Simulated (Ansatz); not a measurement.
## How the vibrations of TiAu change with volume

Level of theory: DFT LDA, scalar-relativistic, plane waves, PAW (Ansatz). Cutoff 420 eV, 14×14×14 k-points (Γ-centred), Fermi-Dirac smearing of 0.15 eV. No spin polarisation. Phonons by linear response, acoustic sum rule imposed.

Relaxed structure:
Space group Pm-3m (No. 221). a = 3.192 Å, b = 3.192 Å, c = 3.192 Å, α = 90.00°, β = 90.00°, γ = 90.00°
| atom | site | symmetry | x | y | z |
| --- | --- | --- | --- | --- | --- |
| Ti | 1b | m-3m | 0.5000 | 0.5000 | 0.5000 |
| Au | 1a | m-3m | 0.0000 | 0.0000 | 0.0000 |

In a metal, frequencies depend on the k mesh and the smearing, soft modes most. Spin–orbit coupling is left out, which can shift energies with elements as heavy as these.

Cells at 0.98 and 1.02 times the equilibrium volume were relaxed in shape and atoms; γ = −d ln ν / d ln V, modes matched by rank.

Question: Give the optical frequencies at Γ (cm⁻¹) at the three volumes and the mode Grüneisen parameters.

Answer:
| 0.98 V | V | 1.02 V | γ | degeneracy |
| --- | --- | --- | --- | --- |
| 158 | 148 | 138 | 3.36 | 3 |

Question: What pressures hold the two strained cells, and what bulk modulus follows?

Answer: 3.59 GPa at 0.98 V and -3.21 GPa at 1.02 V, so B = −dP/d ln V ≈ 170 GPa.